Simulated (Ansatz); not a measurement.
AgPt3 (Cu3Au type, Pm-3m) at seven volumes, plane-wave PAW r²SCAN (Ansatz code), scaled uniformly. One row is withheld.

| V (Å³/atom) | P (GPa) |
|---|---|
| 14.221 | 27.00 |
| 14.690 | 16.20 |
| 15.159 | 7.31 |
| 15.627 | 0.00 |
| 16.096 | ? |
| 16.565 | -10.98 |
| 17.034 | -15.02 |

Problem. Fit the shown pressures and predict the withheld one.

Solution. P = (3/2)B₀(x^(7/2) − x^(5/2))[1 + (3/4)(B′ − 4)(x − 1)] with x = (V₀/V)^(2/3). Least squares on the six rows gives V₀ = 15.627 Å³/atom, B₀ = 221 GPa, B′ = 5.50. At V = 16.096, x = 0.9805 and P = -6.02 GPa. The run itself gave -6.03 GPa.

The workflow started from an entry of the Crystallography Open Database (COD). Whether it is the stable phase at ambient conditions was not checked. The cell was relaxed with r²SCAN under the symmetry of its start; of distortions, only those at the zone centre were tested. The run is not spin-polarised. Scalar-relativistic: spin–orbit coupling is off unless named, which matters more the heavier the elements.

Potentials: the later of the program's two PAW sets.
